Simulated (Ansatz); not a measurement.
One run on Ni (Fm-3m): field of 300 T on the spins

The calculation used DFT, LDA, PAW with Ansatz's default frozen-core files, scalar-relativistic (Ansatz).

Command: `ansatz run input.yaml --threads 1 --pin off --max-ram 3072MiB --backend cpu --events-out ev --progress --plain --runs-dir out`

```yaml
crystal:
  lattice:
    - [0.0, 1.761935, 1.761935]
    - [1.761935, 0.0, 1.761935]
    - [1.761935, 1.761935, 0.0]
  atoms:
    - { symbol: Ni, position: [0.0, 0.0, 0.0], spin: 0.6 }
magnetization:
  spin_polarized: true
  magnetic_field: 300
kpoints:
  mp_grid: { grid: [16, 16, 16] }
scf:
  occupations: { method: fermi_dirac, width: 0.1 }
  convergence: { dr2_threshold: 1.0e-10 }
  lower_state_search: "off"
hamiltonian:
  xc: lda
  pseudopotentials: { kind: paw }
output:
  forces: true
  stress: true
  eigenvalues: true
```

The program prints:

```
Engine: ansatz 0.2.0
Pseudopotentials: kind: paw
Pseudopotential: Ni, paw, valence charge 18, recommended cutoff 420 eV (normal), Ni.paw.azcp
Functional definition: SPW92
  exchange = slater_x
  correlation = pw_c
Crystal: 1 atoms, lattice volume = 10.940 Å³
Basis set: ecut = 420 eV, 181 PW (Γ)
Bands: 14, of which v1, the nominal top of the filled ones, is band 9 counted from 1 (8 counted from 0)
Symmetry: 48 space group operations
Space group: Fm-3m (ITA 225), of the structure as read, at distance tolerance 2.2e-5 Å
Magnetic group: BNS 225.116 (UNI 1618), of the structure as read, at distance tolerance 2.2e-5 Å
k-points: 145 of 4096
Non-local potential: Ni, projectors of the file, l = 0: 3, l = 1: 2, l = 2: 3, l = 3: 1
PAW form: soft (Blöchl's): semilocal exchange-correlation on the pseudo side does not see the compensation charge
PAW frozen core: Ni, regenerated for the run's functional, and the local potential with it (the file was generated under x = pbe(κ = 0.804, μ = 0.2195149727645171), c = pbe(β = 0.06672455060314922))
PAW one-centre angular grid: Ni, 590 points (default); XC on 64 Gauss nodes
Initial density: superposition of atomic densities (chi_scale 0.1, normalization cell)
Starting moments: Σ|m| = 0.6 μB on 1 of 1 site
Magnetic field: 300 T along the axis of the moments, on the spin alone (17.3651 meV per μB along it)
Initial wavefunctions: pseudopotential atomic-orbital guess
Functional: x = slater, c = lda
iter 1 solved again at ethr=4.55e-5 eV; its pass at ethr=3.10e-3 eV (dr2=8.20e-3 eV) is discarded
SCF iter   1: F=—  HF=-5773.350291 eV  |F-HF|=—  |Δ(HF+E_count)|=         —  Δρ=1.69e-2 (↑1.69e-2 ↓1.53e-2)  dr2=7.82e-3  dr2_m=1.81e-2  M=0.570 μB ∫|m|=0.591 μB  β_m=1.00  ethr=4.55e-5  ⟨swp⟩=1.0  Hψ=27774  notcnv=0
preconditioner: auto → none  [metal: Δε(μ)=0.020 eV  Ē_g=16.579 eV  σ=0.100 eV  W_gap=0.05  n_scr=0 (ndim 8)  ℏωp=35.5 eV  f_vac=0.000  D(μ)=1.79/eV (n_scr^D=26)]
SCF iter   2: F=—  HF=-5773.350711 eV  |F-HF|=—  |Δ(HF+E_count)|=   4.20e-4  Δρ=9.07e-3 (↑9.07e-3 ↓5.90e-3)  dr2=5.16e-3  dr2_m=1.44e-3  M=0.573 μB ∫|m|=0.616 μB  β_m=1.00  ethr=4.34e-5  ⟨swp⟩=2.3  Hψ=6683  notcnv=0
SCF iter   3: F=—  HF=-5773.354894 eV  |F-HF|=—  |Δ(HF+E_count)|=   4.18e-3  Δρ=2.11e-3 (↑1.53e-3 ↓2.11e-3)  dr2=3.21e-5  dr2_m=3.04e-4  M=0.578 μB ∫|m|=0.627 μB  β_m=1.00  ethr=2.86e-5  ⟨swp⟩=2.0  Hψ=7745  notcnv=0
SCF iter   4: F=—  HF=-5773.357527 eV  |F-HF|=—  |Δ(HF+E_count)|=   2.63e-3  Δρ=2.07e-3 (↑2.07e-3 ↓3.32e-4)  dr2=2.03e-4  dr2_m=1.31e-4  M=0.582 μB ∫|m|=0.634 μB  β_m=1.00  ethr=1.78e-7  ⟨swp⟩=2.0  Hψ=6790  notcnv=0
SCF iter   5: F=—  HF=-5773.359361 eV  |F-HF|=—  |Δ(HF+E_count)|=   1.83e-3  Δρ=1.84e-3 (↑1.84e-3 ↓2.90e-4)  dr2=1.74e-4  dr2_m=9.58e-5  M=0.586 μB ∫|m|=0.640 μB  β_m=1.00  ethr=1.78e-7  ⟨swp⟩=2.0  Hψ=6616  notcnv=0
SCF iter   6: F=—  HF=-5773.360480 eV  |F-HF|=—  |Δ(HF+E_count)|=   1.12e-3  Δρ=1.60e-3 (↑1.60e-3 ↓2.16e-4)  dr2=1.54e-4  dr2_m=6.26e-5  M=0.590 μB ∫|m|=0.645 μB  β_m=1.00  ethr=1.78e-7  ⟨swp⟩=2.2  Hψ=6266  notcnv=0
SCF iter   7: F=—  HF=-5773.361227 eV  |F-HF|=—  |Δ(HF+E_count)|=   7.47e-4  Δρ=1.26e-3 (↑1.26e-3 ↓7.30e-4)  dr2=7.80e-5  dr2_m=3.83e-5  M=0.592 μB ∫|m|=0.649 μB  β_m=0.30  ethr=1.78e-7  ⟨swp⟩=2.3  Hψ=6277  notcnv=0
Mixer restart at iter 7: flushing history
spin-set hold released at iteration 7 (site moments contracting): the magnetisation degrees of freedom join the quasi-Newton model from the next iteration; the mixer history was flushed
SCF iter   8: F=—  HF=-5773.361746 eV  |F-HF|=—  |Δ(HF+E_count)|=   5.19e-4  Δρ=1.24e-3 (↑8.81e-4 ↓1.24e-3)  dr2=1.98e-5  dr2_m=9.16e-5  M=0.594 μB ∫|m|=0.652 μB  β_m=0.65  ethr=1.78e-7  ⟨swp⟩=2.1  Hψ=6501  notcnv=0
SCF iter   9: F=—  HF=-5773.362572 eV  |F-HF|=—  |Δ(HF+E_count)|=   8.26e-4  Δρ=3.08e-3 (↑3.08e-3 ↓1.41e-3)  dr2=1.18e-3  dr2_m=7.32e-5  M=0.598 μB ∫|m|=0.659 μB  β_m=0.56  ethr=1.10e-7  ⟨swp⟩=2.3  Hψ=7227  notcnv=0
SCF iter  10: F=—  HF=-5773.362362 eV  |F-HF|=—  |Δ(HF+E_count)|=   2.11e-4  Δρ=1.40e-3 (↑4.38e-4 ↓1.40e-3)  dr2=6.13e-5  dr2_m=8.13e-5  M=0.603 μB ∫|m|=0.665 μB  β_m=0.75  ethr=1.10e-7  ⟨swp⟩=2.2  Hψ=7274  notcnv=0
SCF iter  11: F=—  HF=-5773.362374 eV  |F-HF|=—  |Δ(HF+E_count)|=   1.22e-5  Δρ=1.41e-4 (↑8.49e-5 ↓1.41e-4)  dr2=2.28e-7  dr2_m=1.26e-6  M=0.604 μB ∫|m|=0.666 μB  β_m=0.87  ethr=1.10e-7  ⟨swp⟩=2.3  Hψ=6367  notcnv=0
SCF iter  12: F=—  HF=-5773.362371 eV  |F-HF|=—  |Δ(HF+E_count)|=   2.30e-6  Δρ=1.35e-5 (↑7.24e-6 ↓1.35e-5)  dr2=2.41e-9  dr2_m=1.07e-8  M=0.604 μB ∫|m|=0.667 μB  β_m=0.94  ethr=1.26e-9  ⟨swp⟩=2.0  Hψ=5582  notcnv=0
SCF iter  13: F=-5773.362371 eV  HF=-5773.362371 eV  |F-HF|=4.55e-12  |Δ(HF+E_count)|=   6.23e-9  Δρ=9.88e-7 (↑3.52e-7 ↓9.88e-7)  dr2=2.53e-11  dr2_m=4.47e-11  M=0.604 μB ∫|m|=0.667 μB  ethr=1.00e-12  ⟨swp⟩=3.0  Hψ=15752  notcnv=0
SCF 1 converged in 13 iterations: F = -5773.362371 eV  dr2 = 2.53e-11
  greatest PAW one-centre occupation: 1.002 electrons in one spin orbital (limit 2), on the Ni atom at site 0 (counted from 0), in its partial waves of l = 1
SCF converged after 13 iterations
Magnetization: 0.6039 μB (9.3020 up, 8.6980 down)
Absolute magnetization: 0.6674 μB (∫|ρ↑−ρ↓|, with the PAW one-centre terms)
Spin contamination: 0.0043 ħ² per cell (⟨S²⟩ above its minimum at these occupations)
Per-site moments (μB) at R_I (Å): [(0.6315503849073107, 1.0278478538706837)]
Free energy (F): -5773.362371 eV
Harris-Foulkes:  -5773.362371 eV  (|F-HF|=4.55e-12)
Internal energy: -5773.306264 eV  (E = F + TS)
E sigma→0 (E₀):  -5773.334317 eV
Entropy (-TS):   -0.056108 eV (-56.108 meV/atom)
Fermi energy:    17.590691 eV
--- Per-component energies (eV) ---
  E_band       = -290.190941
  E_kinetic    = 282.668449
  E_local      = -3447.974806  (includes V_loc(G=0)·N_el)
  E_nonlocal   = 638.436273
  E_hartree    = 1435.521875
  E_xc         = -84.466899
  E_vxc        = -109.341203  (∫ρ·V_xc dr)
  E_paw        = -1562.813852  (= ΣΔE_a)
  E_vpaw       = -525.013800  (= ΣTr[D̂ρ^β])
  E_aug_tail   = 0.000507  (compensation charges beyond the density's cutoff)
  E_zeeman     = -0.010487  (= −μ_B·B·M)
  E_ewald      = -3035.101444
  E_core_change = 0.434120  (= ΣΔE_core)
  E_smearing   = -0.056108  (= −TS)
  E_closure    = -0.000000  (closes the sum)
  Σ components = -5773.362371   (vs F -5773.362371, Δ=0.00e0)
--- Forces (eV/Å), atoms counted from 1 ---
  atom   1  Ni    -0.00000000     0.00000000    -0.00000000
  max |Σ_I F_I| component: 4.52e-32 eV/Å
--- Stress (GPa, compression-positive) ---
      -17.549329       0.000000      -0.000000
        0.000000     -17.549329      -0.000000
       -0.000000      -0.000000     -17.549329
  P = ⅓ Tr σ = -17.5493 GPa (-175.493 kbar)
--- Band table (eV; the first three rows and the last of 290) ---
  k-point 0 ↑: bands = ["-85.1973", "-45.8793", "-45.8793", "-45.8793", "8.4920", "15.1937", "15.1937", "15.1937", "16.3387", "16.3387", "41.0942", "44.8911", "44.8911", "44.8911"]
  k-point 1 ↑: bands = ["-85.1960", "-45.8878", "-45.8805", "-45.8805", "8.6444", "15.1538", "15.2281", "15.2281", "16.3242", "16.3242", "40.5586", "43.1053", "44.4827", "44.4827"]
  k-point 2 ↑: bands = ["-85.1923", "-45.9118", "-45.8840", "-45.8840", "9.0932", "15.0488", "15.3146", "15.3146", "16.2970", "16.2970", "38.1528", "42.1076", "43.7797", "43.7797"]
  k-point 144 ↓: bands = ["-84.3527", "-45.2535", "-45.2535", "-45.1900", "14.2630", "15.1010", "15.1010", "16.8826", "17.9517", "25.4660", "25.4660", "27.7736", "28.6106", "47.7096"]
```

Site moments (μB): Ni 0.63. Cell moment 0.60 μB.

The magnetic group in the log treats spin as a scalar label, without spin–orbit coupling.

The PAW files were made with PBE; the program remakes their cores once for the run's functional and then keeps them frozen. The Ansatz runs typed with the search for lower states off end where their start leads. None of this fixes the real material's magnetic order: only patterns that fit the cell were computed, at zero temperature, with a functional that can overstate moments.

It took 4.6 s on 1 thread of Arm Neoverse V1, on a shared host, peak memory 0.28 GiB.
